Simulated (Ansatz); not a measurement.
Ansatz input file:

```yaml
crystal:
  lattice:
    - [5.3245417084, -2.7654797899, 0.0]
    - [5.3245417084, 2.7654797899, 0.0]
    - [0.0, 0.0, 5.5378974022]
  atoms:
    - { symbol: Co, position: [0.6167209509, 0.6167209509, 0.0] }
    - { symbol: Co, position: [0.1167209509, 0.1167209509, 0.5] }
    - { symbol: Co, position: [0.3832790491, 0.3832790491, 0.0] }
    - { symbol: Co, position: [0.8832790491, 0.8832790491, 0.5] }
    - { symbol: Ge, position: [0.6586579751, 0.3413420249, 0.6587037383] }
    - { symbol: Ge, position: [0.3413420249, 0.6586579751, 0.3412962617] }
    - { symbol: Ge, position: [0.8413420249, 0.1586579751, 0.1587037383] }
    - { symbol: Ge, position: [0.1586579751, 0.8413420249, 0.8412962617] }
    - { symbol: Ge, position: [1.0018959477, 0.4981040523, 0.75] }
    - { symbol: Ge, position: [0.4981040523, 1.0018959477, 0.25] }
    - { symbol: Ge, position: [-0.0018959477, 0.5018959477, 0.25] }
    - { symbol: Ge, position: [0.5018959477, -0.0018959477, 0.75] }
basis:
  ecutwfc: 420
kpoints:
  mp_grid: { grid: [8, 8, 6] }
hamiltonian:
  xc: pbesol
scf:
  occupations: { method: gaussian, width: 0.1 }
output:
  forces: true
  stress: true
  eigenvalues: true
  write_density: true
  write_potential: true
  elf: true
  volumetric_format: npy
relax:
  adjacent_minimum: "off"
  f_tol: 0.01
  max_steps: 30
  cell: { stress_tol: 0.1, fix: [volume] }
```

Launched with
```bash
ansatz run input.yaml --threads 2 --pin off --max-ram 5120MiB --backend cpu --events-out ev --progress --plain --runs-dir out
```

These are results of Ansatz, DFT PBEsol, scalar-relativistic, plane waves, PAW, not measurements.

Part of what the program printed, abridged:

```
Pseudopotentials: kind: paw
Pseudopotential: Co, paw, valence charge 17, recommended cutoff 420 eV (normal)
Pseudopotential: Ge, paw, valence charge 14, recommended cutoff 420 eV (normal)
Functional definition: PBEsol
Crystal: 12 atoms, lattice volume = 163.090 Å³
Basis set: ecut = 420 eV, 3179 PW (Γ), exchange–correlation on 90×90×80 points (8 copies of the dense FFT grid, shifted against one another)
Bands: 108, of which v1, the nominal top of the filled ones, is band 90 counted from 1 (89 counted from 0)
Symmetry: 8 space group operations
Space group: Cmce (ITA 64), of the structure as read, at distance tolerance 5.5e-5 Å
k-points: 84 of 384
Initial density: superposition of atomic densities (neutral atoms: chi_scale 0, normalization atom), corrected by the library's trained network
Initial wavefunctions: pseudopotential atomic-orbital guess
Functional: x = pbesol(κ = 0.804, μ = 0.12345679), c = pbesol(β = 0.046)
SCF iter   1: F=—  HF=-54402.752603 eV  |F-HF|=—  |Δ(HF+E_count)|=         —  Δρ=1.65e-2  dr2=2.77e-1  ethr=1.77e-3  ⟨swp⟩=5.1  Hψ=29999  notcnv=0  defer=276
SCF iter   2: F=—  HF=-54402.727457 eV  |F-HF|=—  |Δ(HF+E_count)|=   2.51e-2  Δρ=5.81e-3  dr2=4.02e-2  ethr=1.54e-4  ⟨swp⟩=2.0  Hψ=11036  notcnv=0  defer=620
SCF iter   3: F=—  HF=-54402.724316 eV  |F-HF|=—  |Δ(HF+E_count)|=   3.14e-3  Δρ=1.17e-3  dr2=2.73e-3  ethr=2.23e-5  ⟨swp⟩=1.9  Hψ=8938  notcnv=0  defer=620
SCF iter   4: F=—  HF=-54402.724010 eV  |F-HF|=—  |Δ(HF+E_count)|=   3.06e-4  Δρ=3.85e-4  dr2=4.33e-4  ethr=1.51e-6  ⟨swp⟩=3.0  Hψ=15420  notcnv=0  defer=620
SCF iter   5: F=—  HF=-54402.723969 eV  |F-HF|=—  |Δ(HF+E_count)|=   4.17e-5  Δρ=2.40e-4  dr2=9.47e-5  ethr=2.41e-7  ⟨swp⟩=2.0  Hψ=14378  notcnv=0  defer=620
SCF iter   6: F=—  HF=-54402.724015 eV  |F-HF|=—  |Δ(HF+E_count)|=   4.66e-5  Δρ=6.69e-5  dr2=7.14e-6  ethr=5.26e-8  ⟨swp⟩=2.1  Hψ=14290  notcnv=0  defer=620
SCF iter   7: F=—  HF=-54402.724016 eV  |F-HF|=—  |Δ(HF+E_count)|=   6.43e-7  Δρ=2.50e-5  dr2=1.06e-6  ethr=3.97e-9  ⟨swp⟩=2.0  Hψ=15508  notcnv=0  defer=620
SCF iter   8: F=-54402.724016 eV  HF=-54402.724016 eV  |F-HF|=5.28e-8  |Δ(HF+E_count)|=   1.23e-7  Δρ=8.07e-6  dr2=9.15e-8  ethr=5.56e-11  ⟨swp⟩=11.0  Hψ=66168  notcnv=0
SCF 1 converged in 8 iterations: F = -54402.724016 eV  dr2 = 9.15e-8
relax step   1: F+E_penalty+E_count = -54402.72401582 eV  Δ(F+E_penalty+E_count) = +0.000e0 eV  max|allowed force component| = 5.583e-2 eV/Å  Δτ_max = 0.0000 Å  P = +4.821 GPa  Ω = 163.090 Å³  fix = [volume]  reactions: volume +4.821 GPa (8 SCF iters, dr2 threshold 1.00e-7 eV, accepted)
Initial density: handed on by an earlier stage of this run
Initial wavefunctions: those handed on with the density
SCF iter   1: F=—  HF=-54402.724695 eV  |F-HF|=—  |Δ(HF+E_count)|=         —  Δρ=3.82e-4  dr2=2.91e-4  ethr=1.64e-7  ⟨swp⟩=2.1  Hψ=34274  notcnv=0
SCF iter   2: F=—  HF=-54402.724681 eV  |F-HF|=—  |Δ(HF+E_count)|=   1.39e-5  Δρ=1.88e-4  dr2=1.02e-4  ethr=1.62e-7  ⟨swp⟩=1.0  Hψ=9072  notcnv=0
SCF iter   3: F=—  HF=-54402.724693 eV  |F-HF|=—  |Δ(HF+E_count)|=   1.18e-5  Δρ=5.39e-5  dr2=1.04e-5  ethr=5.68e-8  ⟨swp⟩=2.0  Hψ=10574  notcnv=0
SCF iter   4: F=—  HF=-54402.724691 eV  |F-HF|=—  |Δ(HF+E_count)|=   1.76e-6  Δρ=2.46e-5  dr2=9.74e-7  ethr=5.76e-9  ⟨swp⟩=2.0  Hψ=11011  notcnv=0
SCF iter   5: F=—  HF=-54402.724691 eV  |F-HF|=—  |Δ(HF+E_count)|=   1.17e-7  Δρ=8.53e-6  dr2=1.66e-7  ethr=5.41e-10  ⟨swp⟩=2.0  Hψ=13196  notcnv=0
SCF iter   6: F=-54402.724691 eV  HF=-54402.724691 eV  |F-HF|=1.12e-8  |Δ(HF+E_count)|=   9.96e-8  Δρ=3.26e-6  dr2=2.21e-8  ethr=9.22e-11  ⟨swp⟩=7.6  Hψ=55139  notcnv=0
SCF 2 converged in 6 iterations: F = -54402.724691 eV  dr2 = 2.21e-8
relax step   2: F+E_penalty+E_count = -54402.72469125 eV  Δ(F+E_penalty+E_count) = -6.754e-4 eV  max|allowed force component| = 2.770e-2 eV/Å  Δτ_max = 0.0028 Å  P = +4.790 GPa  Ω = 163.090 Å³  energy of the carried Pulay correction = +4.489e-16 eV  fix = [volume]  reactions: volume +4.790 GPa (6 SCF iters, dr2 threshold 1.95e-7 eV, accepted)
SCF iter   1: F=—  HF=-54402.724892 eV  |F-HF|=—  |Δ(HF+E_count)|=         —  Δρ=2.93e-4  dr2=2.11e-4  ethr=1.20e-7  ⟨swp⟩=2.1  Hψ=33498  notcnv=0
SCF iter   2: F=—  HF=-54402.724873 eV  |F-HF|=—  |Δ(HF+E_count)|=   1.88e-5  Δρ=1.51e-4  dr2=8.36e-5  ethr=1.17e-7  ⟨swp⟩=1.0  Hψ=9072  notcnv=0
SCF iter   3: F=—  HF=-54402.724862 eV  |F-HF|=—  |Δ(HF+E_count)|=   1.06e-5  Δρ=4.07e-5  dr2=7.31e-6  ethr=4.64e-8  ⟨swp⟩=2.0  Hψ=11147  notcnv=0
SCF iter   4: F=—  HF=-54402.724846 eV  |F-HF|=—  |Δ(HF+E_count)|=   1.68e-5  Δρ=2.23e-5  dr2=8.00e-7  ethr=4.06e-9  ⟨swp⟩=2.0  Hψ=11209  notcnv=0
SCF iter   5: F=—  HF=-54402.724846 eV  |F-HF|=—  |Δ(HF+E_count)|=   1.06e-7  Δρ=7.98e-6  dr2=1.38e-7  ethr=4.45e-10  ⟨swp⟩=2.0  Hψ=12470  notcnv=0
SCF iter   6: F=-54402.724845 eV  HF=-54402.724845 eV  |F-HF|=6.77e-9  |Δ(HF+E_count)|=   8.43e-8  Δρ=3.00e-6  dr2=1.67e-8  ethr=2.66e-11  ⟨swp⟩=7.8  Hψ=55728  notcnv=0
SCF 3 converged in 6 iterations: F = -54402.724845 eV  dr2 = 1.67e-8
relax step   3: F+E_penalty+E_count = -54402.72484544 eV  Δ(F+E_penalty+E_count) = -1.542e-4 eV  max|allowed force component| = 1.185e-3 eV/Å  Δτ_max = 0.0018 Å  P = +4.769 GPa  Ω = 163.090 Å³  energy of the carried Pulay correction = +3.935e-15 eV  fix = [volume]  reactions: volume +4.769 GPa (6 SCF iters, dr2 threshold 4.80e-8 eV, accepted)
Initial wavefunctions: pseudopotential atomic-orbital guess (no wavefunctions were taken with the density)
SCF iter   1: F=—  HF=-54402.724849 eV  |F-HF|=—  |Δ(HF+E_count)|=         —  Δρ=2.65e-5  dr2=4.09e-8  ethr=7.98e-8  ⟨swp⟩=4.2  Hψ=56930  notcnv=0
SCF iter   2: F=—  HF=-54402.724849 eV  |F-HF|=—  |Δ(HF+E_count)|=   2.99e-7  Δρ=1.36e-5  dr2=1.88e-8  ethr=2.27e-11  ⟨swp⟩=2.4  Hψ=16587  notcnv=0
SCF iter   3: F=—  HF=-54402.724849 eV  |F-HF|=—  |Δ(HF+E_count)|=   2.04e-7  Δρ=8.62e-7  dr2=1.88e-9  ethr=1.04e-11  ⟨swp⟩=2.0  Hψ=16647  notcnv=0
SCF iter   4: F=—  HF=-54402.724849 eV  |F-HF|=—  |Δ(HF+E_count)|=   1.31e-9  Δρ=8.57e-7  dr2=9.46e-10  ethr=1.05e-12  ⟨swp⟩=2.0  Hψ=12567  notcnv=0
SCF iter   5: F=-54402.724849 eV  HF=-54402.724849 eV  |F-HF|=1.16e-10  |Δ(HF+E_count)|=  5.02e-10  Δρ=2.16e-7  dr2=1.65e-10  ethr=1.00e-12  ⟨swp⟩=1.0  Hψ=9072  notcnv=0
SCF iter   6: F=-54402.724849 eV  HF=-54402.724849 eV  |F-HF|=1.46e-11  |Δ(HF+E_count)|=  4.37e-11  Δρ=6.37e-8  dr2=7.72e-12  ethr=1.00e-12  ⟨swp⟩=4.9  Hψ=40247  notcnv=0
SCF 4 converged in 6 iterations: F = -54402.724849 eV  dr2 = 7.72e-12
SCF converged after 6 iterations
Free energy (F): -54402.724849 eV
Harris-Foulkes:  -54402.724849 eV  (|F-HF|=1.46e-11)
Internal energy: -54402.702991 eV  (E = F + TS)
E sigma→0 (E₀):  -54402.713920 eV
Entropy (-TS):   -0.021859 eV (-1.822 meV/atom)
Fermi energy:    15.389044 eV
--- Per-component energies (eV) ---
  E_band       = -1603.113262
  E_kinetic    = 2744.524482
  E_local      = -29095.529119  (includes V_loc(G=0)·N_el)
  E_nonlocal   = 5198.308435
  E_hartree    = 12692.820604
  E_xc         = -1245.918863
  E_vxc        = -1356.331930  (∫ρ·V_xc dr)
  E_paw        = -21777.282392  (= ΣΔE_a)
  E_vpaw       = -4479.729178  (= ΣTr[D̂ρ^β])
  E_aug_tail   = 0.003053  (compensation charges beyond the density's cutoff)
  E_ewald      = -22927.726359
  E_core_change = 8.097167  (= ΣΔE_core)
  E_smearing   = -0.021859  (= −TS)
--- Forces (eV/Å), atoms counted from 1 ---
  atom   1  Co     0.00113921     0.00000000     0.00000000
  atom   2  Co     0.00113921     0.00000000     0.00000000
  atom   3  Co    -0.00113921     0.00000000     0.00000000
  atom   4  Co    -0.00113921     0.00000000     0.00000000
  atom   5  Ge     0.00000000    -0.00046530     0.00061498
  atom   6  Ge     0.00000000     0.00046530    -0.00061498
  atom   7  Ge     0.00000000     0.00046530     0.00061498
  atom   8  Ge     0.00000000    -0.00046530    -0.00061498
  atom   9  Ge     0.00000000    -0.00038448     0.00000000
  atom  10  Ge     0.00000000     0.00038448     0.00000000
  atom  11  Ge     0.00000000     0.00038448     0.00000000
  atom  12  Ge     0.00000000    -0.00038448     0.00000000
--- Stress (GPa, compression-positive) ---
        4.773216       0.000000       0.000000
        0.000000       4.776276       0.000000
        0.000000       0.000000       4.756528
  P = ⅓ Tr σ = 4.7687 GPa (47.687 kbar)
--- Band table (eV; the first three rows and the last of 84) ---
  k-point 0: bands = ["-78.9653", "-78.9652", "-78.9554", "-78.9553", "-42.4932", "-42.4925", "-42.4202", "-42.4201", "-42.4157", "-42.4153", "-42.4107", "-42.4102", "-42.4058", "-42.4057", "-42.3997", "-42.3995", "-9.2445", "-9.2121", "-9.1915", "-9.1860", "-9.1840", "-9.1774", "-9.1569", "-9.1449", "-9.1427", "-9.1355", "-9.1317", "-9.1274", "-9.1053", "-9.1044", "-9.0783", "-9.0774", "-9.0739", "-9.0717", "-9.0694", "-9.0694", "-9.0672", "-9.0613", "-9.0513", "-9.0476", "-9.0336", "-9.0272", "-9.0148", "-9.0108", "-9.0095", "-8.9990", "-8.9948", "-8.9943", "-8.9932", "-8.9888", "-8.9698", "-8.9675", "-8.9505", "-8.9356", "-8.9335", "-8.9302", "1.6148", "5.6442", "5.7834", "6.5364", "6.711 ...
  k-point 1: bands = ["-78.9653", "-78.9652", "-78.9554", "-78.9554", "-42.4931", "-42.4926", "-42.4201", "-42.4201", "-42.4157", "-42.4154", "-42.4107", "-42.4103", "-42.4058", "-42.4057", "-42.3997", "-42.3995", "-9.2365", "-9.2085", "-9.1939", "-9.1808", "-9.1766", "-9.1736", "-9.1517", "-9.1482", "-9.1408", "-9.1344", "-9.1311", "-9.1279", "-9.1106", "-9.1006", "-9.0838", "-9.0796", "-9.0774", "-9.0762", "-9.0737", "-9.0701", "-9.0574", "-9.0546", "-9.0523", "-9.0514", "-9.0361", "-9.0236", "-9.0156", "-9.0141", "-9.0106", "-9.0063", "-9.0000", "-8.9951", "-8.9929", "-8.9768", "-8.9766", "-8.9716", "-8.9627", "-8.9407", "-8.9300", "-8.9207", "1.7506", "4.8268", "5.8805", "6.6473", "6.990 ...
  k-point 2: bands = ["-78.9653", "-78.9652", "-78.9554", "-78.9554", "-42.4930", "-42.4927", "-42.4201", "-42.4201", "-42.4156", "-42.4155", "-42.4106", "-42.4104", "-42.4058", "-42.4058", "-42.3997", "-42.3995", "-9.2203", "-9.1999", "-9.1957", "-9.1760", "-9.1665", "-9.1517", "-9.1491", "-9.1407", "-9.1391", "-9.1316", "-9.1307", "-9.1247", "-9.1236", "-9.0941", "-9.0924", "-9.0903", "-9.0866", "-9.0859", "-9.0732", "-9.0704", "-9.0617", "-9.0527", "-9.0455", "-9.0451", "-9.0383", "-9.0221", "-9.0179", "-9.0172", "-9.0154", "-9.0068", "-9.0031", "-9.0018", "-9.0004", "-8.9855", "-8.9826", "-8.9760", "-8.9665", "-8.9497", "-8.9212", "-8.9127", "2.1564", "3.7365", "6.1652", "6.9779", "7.096 ...
  k-point 83: bands = ["-78.9652", "-78.9652", "-78.9555", "-78.9555", "-42.4925", "-42.4925", "-42.4203", "-42.4203", "-42.4156", "-42.4156", "-42.4103", "-42.4103", "-42.4058", "-42.4058", "-42.3999", "-42.3999", "-9.2026", "-9.2026", "-9.1863", "-9.1863", "-9.1500", "-9.1500", "-9.1464", "-9.1464", "-9.1284", "-9.1284", "-9.1217", "-9.1217", "-9.1052", "-9.1052", "-9.1003", "-9.1003", "-9.0801", "-9.0801", "-9.0774", "-9.0774", "-9.0717", "-9.0717", "-9.0472", "-9.0472", "-9.0323", "-9.0323", "-9.0221", "-9.0221", "-9.0218", "-9.0218", "-9.0064", "-9.0064", "-8.9907", "-8.9907", "-8.9883", "-8.9883", "-8.9401", "-8.9401", "-8.9129", "-8.9129", "4.0068", "4.0068", "4.1501", "4.1501", "6.54 ...
--- Relaxed structure (3 steps of the walk, 3 accepted, 1 SCFs on fresh bases) ---
  F+E_penalty+E_count = -54402.72484946 eV   max|allowed force component| = 1.139e-3 eV/Å   (the final SCF, on the basis selected at the relaxed cell)
  cell:  # Å, volume = 163.0901 Å³
    - [5.32002361, -2.76656860, 0.0]
    - [5.32002361, 2.76656860, 0.0]
    - [0.0, 0.0, 5.54041917]
  atoms:
    - { symbol: Co, position: [0.61696358, 0.61696358, 0.0] }
    - { symbol: Co, position: [0.11696358, 0.11696358, 0.5] }
    - { symbol: Co, position: [0.38303641, 0.38303641, 0.0] }
    - { symbol: Co, position: [0.88303641, 0.88303641, 0.5] }
    - { symbol: Ge, position: [0.65805507, 0.34194492, 0.65814114] }
    - { symbol: Ge, position: [0.34194492, 0.65805507, 0.34185885] }
    - { symbol: Ge, position: [0.84194492, 0.15805507, 0.15814114] }
    - { symbol: Ge, position: [0.15805507, 0.84194492, 0.84185885] }
    - { symbol: Ge, position: [1.00195594, 0.49804405, 0.75000000] }
    - { symbol: Ge, position: [0.49804405, 1.00195594, 0.25] }
    - { symbol: Ge, position: [-0.00195594, 0.50195594, 0.25] }
    - { symbol: Ge, position: [0.50195594, -0.00195594, 0.75000000] }
```

The relaxation met its thresholds.

The run took 3.4 min on 2 threads of Intel(R) Xeon(R) Platinum 8488C (Sapphire Rapids), on a shared host, peak memory 1.3 GiB.